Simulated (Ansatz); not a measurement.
The start is a relaxed Si2Ni cell displaced along its unstable phonon at q = (½, ½, 0) of its primitive reciprocal cell (94i cm⁻¹), largest move 0.15 Å. The structure is fully relaxed (lattice and positions, P = 0) with PBEsol (plane waves to 420 eV, PAW, scalar-relativistic; Ansatz, an electronic-structure program). The first steps use a coarse 9×9×6 k-mesh.

Input geometry:
```
CELL_PARAMETERS angstrom
      6.99488     0.00000     0.00000
      3.49744     3.49744     0.00000
      0.00000     0.00000     6.15165
ATOMIC_POSITIONS crystal
  Si 0.00000 0.00000 0.02438
  Si 0.50000 0.00000 0.97562
  Si 0.00000 0.50000 0.99987
  Si 0.50000 0.50000 0.00013
  Si 0.25646 0.00007 0.37974
  Si 0.74354 0.99993 0.37974
  Si 0.75646 0.48701 0.62026
  Si 0.24354 0.51299 0.62026
  Ni 0.23602 0.99985 0.75178
  Ni 0.76398 0.00015 0.75178
  Ni 0.73602 0.52811 0.24822
  Ni 0.26398 0.47189 0.24822
```

| Property | Value |
|---|---|
| Largest initial force | 0.17 eV/Å, on Ni9, Ni10, Ni11, Ni12 (atoms numbered as listed) |
| Energy released | 0.11 eV/atom |
| Volume change | +0.7 %, from 12.54 to 12.63 Å³/atom |
| Relative to the parent | It does not go back: it reaches Pbcm (No. 57), 0.11 eV/atom below the parent |
| Shortest distances (start → end) | The closest pairs of elements (up to four, under 3.6 Å), start → end: Ni–Si 2.29 → 2.30 Å; Si–Si 2.48 → 2.31 Å; Ni–Ni 3.30 → 2.98 Å |
| Band gap at the end | no gap (metallic) |
| Optimiser moves | 18 |

Final structure:

Space group Pbcm (No. 57); a = 5.9369 Å, b = 5.5153 Å, c = 4.6269 Å, α = β = γ = 90.00°

| atom | site | symmetry | x | y | z |
|---|---|---|---|---|---|
| Si | 4c | 2.. | 0.0812 | 0.7500 | 0.0000 |
| Si | 4d | ..m | 0.3827 | 0.4695 | 0.2500 |
| Ni | 4d | ..m | 0.2438 | 0.0791 | 0.2500 |

Final values are on a 8×9×10 k-mesh of the relaxed cell. No spin polarisation in the result. A magnetic state may lie lower.

The run could not lose the symmetry of its start, so the end can be a saddle point.

The relaxed structure here is a generated cell of Si2Ni: the first start was made by placing the elements on the sites of a structure type, and the end was not matched to a known phase here, so it may be hypothetical. Known forms of Si2Ni include space group No. 225.
